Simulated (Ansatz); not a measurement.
SiO2 in space group P4_32_12 (No. 96; Pearson symbol tP36), r²SCAN (plane waves, PAW; program Ansatz), all energies at zero smearing, with the estimated change up to a 700 eV cutoff added, with one set of potentials and settings (totals compare only within such a set). Cell of 36 atoms (12 Si, 24 O): -21360.931 eV.

```tsv
element	reference phase	E (eV/atom)
Si	Fd-3m, 2 atoms in the cell	-639.0665
O	C2/m, 4 atoms in the cell, spin-polarised	-566.0346
```

Formation energy per atom, worked out: (-21360.931 − 12×(-639.0665) − 24×(-566.0346))/36 = -2.981 eV/atom (-288 kJ per mol of atoms), at 0 K, without zero-point energy or fitted corrections.

The first step of the workflow began from a Materials Project structure, measured or hypothetical; the Crystallography Open Database files this formula in space group No. 96, but the cells were not matched. It is not the phase usual at ambient conditions (space group No. 92, 152, 154). The r²SCAN relaxation kept the symmetry of its start; its stability against distortions is not shown here. The references are the lowest solids computed at this level, not always the standard phases (solids in place of the gases).

Potentials: the earlier of the program's two PAW sets.
